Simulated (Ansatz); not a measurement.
Relaxation of a generated trial cell of TiAl in the AFLOW prototype AB_hP2_187_d_a (B_h, as in WC); 2 atoms in the cell, which starts as P-6m2 (No. 187), hP2; a = b = 3.3147 Å, c = 3.2349 Å, α = β = 90.00°, γ = 120.00°. The numbers are results of r2SCAN (plane waves to 500 eV, PAW, scalar-relativistic; Ansatz, an electronic-structure program), not measurements. Γ-centred k-mesh 11×11×10 on the run's cell (coarser than for final values), Fermi–Dirac smearing 0.05 eV. This is the first round of the run. 

The optimiser's lines from the output (shortened; P is positive under compression):

```
relax step   1: F+E_penalty+E_count = -3043.53414891 eV  Δ(F+E_penalty+E_count) = +0.000e0 eV  max|allowed force component| = 3.238e-17 eV/Å  Δτ_max = 0.0000 Å  P = +25.544 GPa  Ω = 30.780 Å³  (7 SCF iters, dr2 threshold 1.00e-7 eV, accepted)
relax step   2: F+E_penalty+E_count = -3043.92005044 eV  Δ(F+E_penalty+E_count) = -3.859e-1 eV  max|allowed force component| = 1.156e-18 eV/Å  Δτ_max = 0.0000 Å  P = +11.552 GPa  Ω = 33.606 Å³  (7 SCF iters, dr2 threshold 2.00e-7 eV, accepted)
relax step   3: F+E_penalty+E_count = -3044.14578051 eV  Δ(F+E_penalty+E_count) = -2.257e-1 eV  max|allowed force component| = 1.156e-18 eV/Å  Δτ_max = 0.0000 Å  P = +4.818 GPa  Ω = 35.112 Å³  (7 SCF iters, dr2 threshold 2.00e-7 eV, accepted)
relax step   4: F+E_penalty+E_count = -3044.37032284 eV  Δ(F+E_penalty+E_count) = -2.245e-1 eV  max|allowed force component| = 1.241e-17 eV/Å  Δτ_max = 0.0000 Å  P = +1.062 GPa  Ω = 35.749 Å³  (7 SCF iters, dr2 threshold 2.00e-7 eV, accepted)
relax step   5: F+E_penalty+E_count = -3044.60515834 eV  Δ(F+E_penalty+E_count) = -2.348e-1 eV  max|allowed force component| = 2.313e-18 eV/Å  Δτ_max = 0.0000 Å  P = -0.861 GPa  Ω = 35.722 Å³  (7 SCF iters, dr2 threshold 2.00e-7 eV, accepted)
relax step   6: F+E_penalty+E_count = -3044.84758407 eV  Δ(F+E_penalty+E_count) = -2.424e-1 eV  max|allowed force component| = 2.776e-17 eV/Å  Δτ_max = 0.0000 Å  P = -1.294 GPa  Ω = 35.145 Å³  (7 SCF iters, dr2 threshold 2.00e-7 eV, accepted)
relax step   7: F+E_penalty+E_count = -3045.07840780 eV  Δ(F+E_penalty+E_count) = -2.308e-1 eV  max|allowed force component| = 1.156e-17 eV/Å  Δτ_max = 0.0000 Å  P = -0.449 GPa  Ω = 34.187 Å³  (7 SCF iters, dr2 threshold 2.00e-7 eV, accepted)
relax step   8: F+E_penalty+E_count = -3045.24091277 eV  Δ(F+E_penalty+E_count) = -1.625e-1 eV  max|allowed force component| = 2.544e-17 eV/Å  Δτ_max = 0.0000 Å  P = +1.131 GPa  Ω = 33.091 Å³  (7 SCF iters, dr2 threshold 2.00e-7 eV, accepted)
relax step   9: F+E_penalty+E_count = -3045.29415370 eV  Δ(F+E_penalty+E_count) = -5.324e-2 eV  max|allowed force component| = 5.204e-17 eV/Å  Δτ_max = 0.0000 Å  P = -0.224 GPa  Ω = 33.044 Å³  (7 SCF iters, dr2 threshold 2.00e-7 eV, accepted)
relax step  10: F+E_penalty+E_count = -3045.30072840 eV  Δ(F+E_penalty+E_count) = -6.575e-3 eV  max|allowed force component| = 1.041e-17 eV/Å  Δτ_max = 0.0000 Å  P = +0.333 GPa  Ω = 32.683 Å³  (6 SCF iters, dr2 threshold 2.00e-7 eV, accepted)
relax step  11: F+E_penalty+E_count = -3045.30083552 eV  Δ(F+E_penalty+E_count) = -1.071e-4 eV  max|allowed force component| = 1.475e-17 eV/Å  Δτ_max = 0.0000 Å  P = -0.071 GPa  Ω = 32.807 Å³  (5 SCF iters, dr2 threshold 2.00e-7 eV, accepted)
relax step  12: F+E_penalty+E_count = -3045.30084621 eV  Δ(F+E_penalty+E_count) = -1.069e-5 eV  max|allowed force component| = 1.156e-17 eV/Å  Δτ_max = 0.0000 Å  P = +0.000 GPa  Ω = 32.789 Å³  (4 SCF iters, dr2 threshold 2.06e-8 eV, accepted)
relax step  13: F+E_penalty+E_count = -3045.33682530 eV  Δ(F+E_penalty+E_count) = -3.598e-2 eV  max|allowed force component| = 1.619e-17 eV/Å  Δτ_max = 0.0000 Å  P = +1.182 GPa  Ω = 32.789 Å³  stress off target by 3.33e0 GPa  SCF on the basis re-selected at this cell (its energy is not comparable with the rows above)  (9 SCF iters)
relax step  14: F+E_penalty+E_count = -3045.34186850 eV  Δ(F+E_penalty+E_count) = -5.043e-3 eV  max|allowed force component| = 2.949e-17 eV/Å  Δτ_max = 0.0000 Å  P = +0.243 GPa  Ω = 32.973 Å³  (6 SCF iters, dr2 threshold 2.00e-7 eV, accepted)
relax step  15: F+E_penalty+E_count = -3045.34207800 eV  Δ(F+E_penalty+E_count) = -2.095e-4 eV  max|allowed force component| = 4.163e-17 eV/Å  Δτ_max = 0.0000 Å  P = +0.014 GPa  Ω = 33.021 Å³  (5 SCF iters, dr2 threshold 2.00e-7 eV, accepted)
relax step  16: F+E_penalty+E_count = -3045.34207760 eV  Δ(F+E_penalty+E_count) = +4.012e-7 eV  max|allowed force component| = 9.830e-18 eV/Å  Δτ_max = 0.0000 Å  P = -0.000 GPa  Ω = 33.024 Å³  (5 SCF iters, dr2 threshold 3.71e-9 eV, accepted)
relax step  17: F+E_penalty+E_count = -3045.34217721 eV  Δ(F+E_penalty+E_count) = -9.961e-5 eV  max|allowed force component| = 1.099e-17 eV/Å  Δτ_max = 0.0000 Å  P = +0.001 GPa  Ω = 33.024 Å³  stress off target by 6.10e-3 GPa  SCF on the basis re-selected at this cell (its energy is not comparable with the rows above)  (7 SCF iters)
```

From the first to the last row the energy changes by -0.90 eV/atom and the volume by +7.3 %. The last row is marked as not comparable with the walk above it, whose basis was carried along; it does compare with step 1, since both stand on a basis selected at the nominal cutoff for their own cell.

Energy and pressure jump between steps 12 and 13 at one geometry, where the plane-wave basis was selected anew. While the cell walks, the set of plane waves is carried along, so its effective cutoff drifts with the strain; re-selecting it at 500 eV moved the energy by -0.018 eV/atom and the pressure by 1.2 GPa. Only step 1 and rows on a re-selected basis compare with each other.

Later rounds, restarted from the end of this one on a renewed k-mesh, logged 8 more steps and released under 0.01 eV/atom more. The final structure after all rounds: P-6m2 (No. 187), hP2; a = b = 2.8702 Å, c = 4.6294 Å, α = β = 90.00°, γ = 120.00°. Between re-selections the logged energies stand on a plane-wave basis carried along with the cell. No spin polarisation in the result.

The run could not lose the symmetry of its start.

All atoms sit on sites fixed by symmetry, so only the cell could relax.

The first start was generated by placing the elements on the sites of a structure type. Materials Project lists a structure of TiAl in the same space group, P-6m2 (No. 187); the sites were not compared with it, nor with measured phases. Known forms of TiAl include space group No. 123.
